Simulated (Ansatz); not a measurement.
AlCo2Si2:
```
CELL_PARAMETERS angstrom
      3.89350     0.00000     0.00000
     -1.94675     3.37187     0.00000
      0.00000     0.00000     4.58328
ATOMIC_POSITIONS crystal
  Al 0.00000 0.00000 0.00000
  Co 0.66667 0.33333 0.16184
  Co 0.33333 0.66667 0.83816
  Si 0.33333 0.66667 0.34819
  Si 0.66667 0.33333 0.65181
```

Relaxed with r²SCAN. Special points in fractions of this cell's reciprocal vectors: Γ (0.000, 0.000, 0.000); M (0.500, 0.000, 0.000); K (0.333, 0.333, 0.000); A (0.000, 0.000, 0.500); L (0.500, 0.000, 0.500); H (0.333, 0.333, 0.500).

Task: List the band energies nearest the Fermi level at these points for plane-wave PAW r²SCAN (Ansatz code).

Result: In eV from the Fermi level; about four levels below and three above (degenerate sets whole), none deeper than 8.9 eV; points with the same levels are listed once.

| k | below | above |
|---|---|---|
| Γ | -1.71 -1.24 -1.24 -1.14 | 0.66 0.66 3.26 |
| M | -1.56 -1.48 -1.28 -0.93 | 1.74 2.01 3.03 |
| K | -1.57 -1.57 -1.48 -0.94 -0.94 | 1.39 2.42 2.42 |
| A | -1.67 -1.67 -1.38 -1.38 | 1.73 1.83 1.83 |
| L | -1.43 -1.27 -0.61 -0.54 | 1.33 1.78 3.80 |
| H | -1.34 -1.34 -0.90 -0.90 | 0.64 5.79 5.81 5.81 |

Space group P-3m1. The first step of the workflow began from a Materials Project structure, measured or hypothetical; the Crystallography Open Database copy checked does not list it. Its standing as an ambient phase is unchecked. The r²SCAN relaxation kept the symmetry of its start; whether a distortion lowers the energy is not shown. No spin polarisation was allowed.

Potentials: the later of the program's two PAW sets.
